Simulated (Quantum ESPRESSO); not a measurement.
# Si3BC3N: finding a planted mistake in a log

Simulated, not a measurement. The program is pw.x of Quantum ESPRESSO 7.5 (plane-wave density functional theory). The cell is made up: 8 atoms on a wurtzite lattice, with randomly drawn elements, strain and displacements, not relaxed. PseudoDojo standard norm-conserving files (v0.5 for PBE, v0.4.1 for LDA and PBEsol) set the functional; there is no spin polarisation, spin-orbit coupling or dispersion term, and the masses in the input are unused placeholders.

Intended input:

```
&control calculation='scf', pseudo_dir='./dojo.nc.sr.pbe.v0_5.standard.upf', outdir='./o', disk_io='medium', tprnfor=.true., tstress=.true. /
&system ibrav=0, nat=8, ntyp=4, nbnd=22, ecutwfc=84.00895049, nosym=.true., tot_charge=0,
 occupations='smearing', smearing='fd', degauss=0.0018374661
/
&electrons conv_thr=7.350e-09, electron_maxstep=60, /
ATOMIC_SPECIES
B 1.0 B.upf
C 1.0 C.upf
N 1.0 N.upf
Si 1.0 Si.upf
CELL_PARAMETERS angstrom
3.1021 0.0 0.0
0.0 5.373 0.0
0.0 0.0 5.0657
ATOMIC_POSITIONS angstrom
Si -0.1205 0.0305 0.1293
Si 1.7256 2.584 -0.0069
B 1.5952 0.8089 2.5291
Si 0.1326 3.4955 2.4001
C -0.0788 0.082 2.0538
C 1.5587 2.7433 1.818
N 1.616 0.7423 4.4092
C 0.0296 3.533 4.2732
K_POINTS automatic
6 4 4 1 1 1
```

The log is shortened where brackets say so; the opening notice, blank lines, dates and the lines on written files are dropped, and the path of the files is cut. It prints rydbergs, bohrs and kilobars, and counts compression as positive stress. Where no state is partly filled, the Fermi energy that it prints is only some level between the filled and the empty states on the mesh, and need not lie in the true gap.

Log of the intended run:

```
     Program PWSCF v.7.5
     Parallel version (MPI & OpenMP), running on       1 processor cores
     Number of MPI processes:                 1
     Threads/MPI process:                     1
     [start-up lines left out]
     bravais-lattice index     =            0
     lattice parameter (alat)  =       5.8621  a.u.
     unit-cell volume          =     569.7820 (a.u.)^3
     number of atoms/cell      =            8
     number of atomic types    =            4
     number of electrons       =        32.00
     number of Kohn-Sham states=           22
     kinetic-energy cutoff     =      84.0090  Ry
     charge density cutoff     =     336.0358  Ry
     scf convergence threshold =      7.3E-09
     mixing beta               =       0.7000
     number of iterations used =            8  plain     mixing
     Exchange-correlation= PBE
                           (   1   4   3   4   0   0   0)
     [axes and pseudopotential details left out]
   Cartesian axes
     site n.     atom                  positions (alat units)
         1        Si     tau(   1) = (  -0.0388447   0.0098320   0.0416814  )
         2        Si     tau(   2) = (   0.5562683   0.8329841  -0.0022243  )
         3        B      tau(   3) = (   0.5142323   0.2607588   0.8152864  )
         4        Si     tau(   4) = (   0.0427452   1.1268173   0.7737017  )
         5        C      tau(   5) = (  -0.0254021   0.0264337   0.6620676  )
         6        C      tau(   6) = (   0.5024661   0.8843364   0.5860546  )
         7        N      tau(   7) = (   0.5209374   0.2392895   1.4213597  )
         8        C      tau(   8) = (   0.0095419   1.1389059   1.3775185  )
     number of k points=    48  Fermi-Dirac smearing, width (Ry)=  0.0018
                       cart. coord. in units 2pi/alat
        k(    1) = (   0.0833333   0.0721687   0.0765467), wk =   0.0416667
        k(    2) = (   0.0833333   0.0721687   0.2296400), wk =   0.0416667
     [further k points left out]
     Dense  grid:    59367 G-vectors     FFT dimensions: (  36,  60,  60)
     Estimated max dynamical RAM per process >      68.09 MB
     Initial potential from superposition of free atoms
     starting charge      31.9978, renormalised to      32.0000
     Starting wfcs are   32 randomized atomic wfcs
     total cpu time spent up to now is        9.8 secs
     per-process dynamical memory:    42.9 Mb
     Self-consistent Calculation
     iteration #  1     ecut=    84.01 Ry     beta= 0.70
     Davidson diagonalization with overlap
     ethr =  1.00E-02,  avg # of iterations =  3.0
     total cpu time spent up to now is       32.2 secs
     total energy              =     -87.50925470 Ry
     estimated scf accuracy    <       1.56973990 Ry
     iteration #  2     ecut=    84.01 Ry     beta= 0.70
     Davidson diagonalization with overlap
     ethr =  4.91E-03,  avg # of iterations =  2.0
     total cpu time spent up to now is       55.1 secs
     total energy              =     -87.94166022 Ry
     estimated scf accuracy    <       0.99733095 Ry
     [iterations 3 to 10 left out]
     iteration # 11     ecut=    84.01 Ry     beta= 0.70
     Davidson diagonalization with overlap
     ethr =  2.70E-10,  avg # of iterations =  3.8
     total cpu time spent up to now is      224.4 secs
     total energy              =     -88.12381076 Ry
     estimated scf accuracy    <       0.00000001 Ry
     iteration # 12     ecut=    84.01 Ry     beta= 0.70
     Davidson diagonalization with overlap
     ethr =  3.82E-11,  avg # of iterations =  2.2
     total cpu time spent up to now is      240.2 secs
     End of self-consistent calculation
     [lines on levels left out]
     the Fermi energy is     9.3318 ev
!    total energy              =     -88.12381076 Ry
     estimated scf accuracy    <          1.8E-09 Ry
     smearing contrib. (-TS)   =      -0.00000000 Ry
     internal energy E=F+TS    =     -88.12381076 Ry
     The total energy is F=E-TS. E is the sum of the following terms:
     one-electron contribution =      13.50473297 Ry
     hartree contribution      =      12.40559146 Ry
     xc contribution           =     -30.62101236 Ry
     ewald contribution        =     -83.41312283 Ry
     convergence has been achieved in  12 iterations
     Forces acting on atoms (cartesian axes, Ry/au):
     atom    1 type  4   force =     0.09532593   -0.10071719   -0.02735602
     atom    2 type  4   force =    -0.07968500    0.04501229   -0.06993192
     atom    3 type  1   force =    -0.03096065    0.00710447   -0.00066876
     atom    4 type  4   force =    -0.14725971    0.09804879    0.06719348
     atom    5 type  2   force =     0.05037009    0.01238703   -0.04313179
     atom    6 type  2   force =     0.13525741   -0.13344375   -0.00531709
     atom    7 type  3   force =    -0.06969228    0.09090407   -0.01788866
     atom    8 type  2   force =     0.04664420   -0.01929569    0.09710075
     Total force =     0.369008     Total SCF correction =     0.000034
     Computing stress (Cartesian axis) and pressure
          total   stress  (Ry/bohr**3)                   (kbar)     P=     -160.50
  -0.00100100  -0.00021855  -0.00011115         -147.25      -32.15      -16.35
  -0.00021855  -0.00134586  -0.00003555          -32.15     -197.98       -5.23
  -0.00011115  -0.00003555  -0.00092628          -16.35       -5.23     -136.26
     init_run     :      8.91s CPU      9.67s WALL (       1 calls)
     electrons    :    211.21s CPU    230.37s WALL (       1 calls)
     forces       :      2.21s CPU      2.26s WALL (       1 calls)
     stress       :      9.31s CPU      9.38s WALL (       1 calls)
     [timing details left out]
     PWSCF        :   3m51.87s CPU   4m12.04s WALL
     JOB DONE.
```

A second run was made from an input with one planted mistake. Its log:

```
     Program PWSCF v.7.5
     Parallel version (MPI & OpenMP), running on       1 processor cores
     Number of MPI processes:                 1
     Threads/MPI process:                     1
     [start-up lines left out]
     bravais-lattice index     =            0
     lattice parameter (alat)  =       5.8621  a.u.
     unit-cell volume          =     569.7820 (a.u.)^3
     number of atoms/cell      =            8
     number of atomic types    =            4
     number of electrons       =        32.00
     number of Kohn-Sham states=           22
     kinetic-energy cutoff     =      84.0090  Ry
     charge density cutoff     =     336.0358  Ry
     scf convergence threshold =      7.3E-09
     mixing beta               =       0.7000
     number of iterations used =            8  plain     mixing
     Exchange-correlation= SLA  PW   NOGX NOGC
                           (   1   4   0   0   0   0   0)
     [axes and pseudopotential details left out]
   Cartesian axes
     site n.     atom                  positions (alat units)
         1        Si     tau(   1) = (  -0.0388447   0.0098320   0.0416814  )
         2        Si     tau(   2) = (   0.5562683   0.8329841  -0.0022243  )
         3        B      tau(   3) = (   0.5142323   0.2607588   0.8152864  )
         4        Si     tau(   4) = (   0.0427452   1.1268173   0.7737017  )
         5        C      tau(   5) = (  -0.0254021   0.0264337   0.6620676  )
         6        C      tau(   6) = (   0.5024661   0.8843364   0.5860546  )
         7        N      tau(   7) = (   0.5209374   0.2392895   1.4213597  )
         8        C      tau(   8) = (   0.0095419   1.1389059   1.3775185  )
     number of k points=    48  Fermi-Dirac smearing, width (Ry)=  0.0018
                       cart. coord. in units 2pi/alat
        k(    1) = (   0.0833333   0.0721687   0.0765467), wk =   0.0416667
        k(    2) = (   0.0833333   0.0721687   0.2296400), wk =   0.0416667
     [further k points left out]
     Dense  grid:    59367 G-vectors     FFT dimensions: (  36,  60,  60)
     Estimated max dynamical RAM per process >      68.09 MB
     Initial potential from superposition of free atoms
     starting charge      31.9980, renormalised to      32.0000
     Starting wfcs are   32 randomized atomic wfcs
     total cpu time spent up to now is       10.4 secs
     per-process dynamical memory:    53.0 Mb
     Self-consistent Calculation
     iteration #  1     ecut=    84.01 Ry     beta= 0.70
     Davidson diagonalization with overlap
     ethr =  1.00E-02,  avg # of iterations =  3.0
     total cpu time spent up to now is       32.4 secs
     total energy              =     -87.75887567 Ry
     estimated scf accuracy    <       1.61369536 Ry
     iteration #  2     ecut=    84.01 Ry     beta= 0.70
     Davidson diagonalization with overlap
     ethr =  5.04E-03,  avg # of iterations =  2.0
     total cpu time spent up to now is       51.1 secs
     total energy              =     -88.20696074 Ry
     estimated scf accuracy    <       1.10969776 Ry
     [iterations 3 to 10 left out]
     iteration # 11     ecut=    84.01 Ry     beta= 0.70
     Davidson diagonalization with overlap
     ethr =  2.75E-10,  avg # of iterations =  3.9
     total cpu time spent up to now is      218.7 secs
     total energy              =     -88.41024634 Ry
     estimated scf accuracy    <       0.00000002 Ry
     iteration # 12     ecut=    84.01 Ry     beta= 0.70
     Davidson diagonalization with overlap
     ethr =  4.90E-11,  avg # of iterations =  2.0
     total cpu time spent up to now is      230.9 secs
     End of self-consistent calculation
     [lines on levels left out]
     the Fermi energy is     9.0543 ev
!    total energy              =     -88.41024635 Ry
     estimated scf accuracy    <          2.0E-09 Ry
     smearing contrib. (-TS)   =      -0.00000000 Ry
     internal energy E=F+TS    =     -88.41024635 Ry
     The total energy is F=E-TS. E is the sum of the following terms:
     one-electron contribution =      13.26754666 Ry
     hartree contribution      =      12.28635538 Ry
     xc contribution           =     -30.55102555 Ry
     ewald contribution        =     -83.41312283 Ry
     convergence has been achieved in  12 iterations
     Forces acting on atoms (cartesian axes, Ry/au):
     atom    1 type  4   force =     0.08920669   -0.09620282   -0.03089221
     atom    2 type  4   force =    -0.07752418    0.04472692   -0.06868992
     atom    3 type  1   force =    -0.02954733    0.00541133    0.00334836
     atom    4 type  4   force =    -0.14258890    0.09540579    0.06768027
     atom    5 type  2   force =     0.04878710    0.01078040   -0.04684780
     atom    6 type  2   force =     0.13078724   -0.12844483   -0.00742429
     atom    7 type  3   force =    -0.06281249    0.08975679   -0.01286187
     atom    8 type  2   force =     0.04369186   -0.02143357    0.09568746
     Total force =     0.357582     Total SCF correction =     0.000030
     Computing stress (Cartesian axis) and pressure
          total   stress  (Ry/bohr**3)                   (kbar)     P=     -234.62
  -0.00152237  -0.00019425  -0.00010394         -223.95      -28.58      -15.29
  -0.00019425  -0.00180186  -0.00003824          -28.58     -265.06       -5.62
  -0.00010394  -0.00003824  -0.00146046          -15.29       -5.62     -214.84
     init_run     :      9.81s CPU     10.17s WALL (       1 calls)
     electrons    :    203.49s CPU    221.10s WALL (       1 calls)
     forces       :      2.83s CPU      2.93s WALL (       1 calls)
     stress       :     11.03s CPU     11.32s WALL (       1 calls)
     [timing details left out]
     PWSCF        :   3m47.46s CPU   4m 5.95s WALL
     JOB DONE.
```

Question: what was wrong in the second input?

Answer: the files are those of another functional. The input lines that differ, file-writing options aside:

```
- &control calculation='scf', pseudo_dir='./dojo.nc.sr.pbe.v0_5.standard.upf', outdir='./o', disk_io='medium', tprnfor=.true., tstress=.true. /
+ &control calculation='scf', pseudo_dir='./dojo.nc.sr.lda.v0_4_1.standard.upf', outdir='./o', disk_io='medium', tprnfor=.true., tstress=.true. /
```

|  | intended run | run with the mistake |
| --- | --- | --- |
| free energy (eV) | -1198.986 | -1202.883 |
| smearing term -TS (eV) | 0.0000 | 0.0000 |
| pressure (GPa) | -16.05 | -23.46 |
| largest force component (eV/Å) | 3.786 | 3.666 |
| largest change of a force component (eV/Å) |  | 0.177 |
| iterations | 12 | 12 |

For scale, a rerun of the intended cell at 1437 eV and a 8 x 6 x 6 mesh moved values by no more than 0.004 eV in energy, 0.09 GPa in stress and 0.006 eV/Å in force. Files of another functional have another zero of energy, so the energy change says nothing on stability.